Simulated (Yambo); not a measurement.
G0W0@PBEsol for KBH4 (space group P2_1/m, No. 11, within 0.06 Å of P4_2/nmc) in Yambo. Reference settings: 2×2×2 Γ-centred k mesh, 197 bands and a 7 Ry block in the screening, 197 bands in G with the Bruneval-Gonze terminator, plasmon pole fitted at 27.2 eV. The PBEsol gap Γ → (-0.5, -0.5, 0) on this mesh is 5.88 eV; G0W0 gaps are taken between the same points.

The settings were changed. The gap went from 9.04 eV to 9.00 eV, and the shift of the valence edge from -2.00 eV to -1.82 eV.

**Question.** What was changed between the two runs?
A. 43 bands in W, 43 bands in G, 2 Ry block
B. 151 bands in W, 151 bands in G, no terminator
C. 2×2×1 mesh
D. 43 bands in W, 43 bands in G, 3 Ry block

**Answer.** B, 151 bands in W, 151 bands in G, no terminator. The others gave (gap, valence shift): 2×2×1 mesh: 8.95, -1.91 eV; 43 bands in W, 43 bands in G, 2 Ry block: 8.93, -1.50 eV; 43 bands in W, 43 bands in G, 3 Ry block: 9.07, -1.55 eV.

Geometry of the Materials Project entry, not relaxed at this level; primitive cell a = 4.6634 Å, b = 4.6777 Å, c = 6.5486 Å, α = γ = 90.00°, β = 90.07°.

The structure is a Materials Project entry; no match was found in the copy of COD used, and its stability was not checked.

A shift is the quasiparticle energy of the state minus its PBEsol energy.
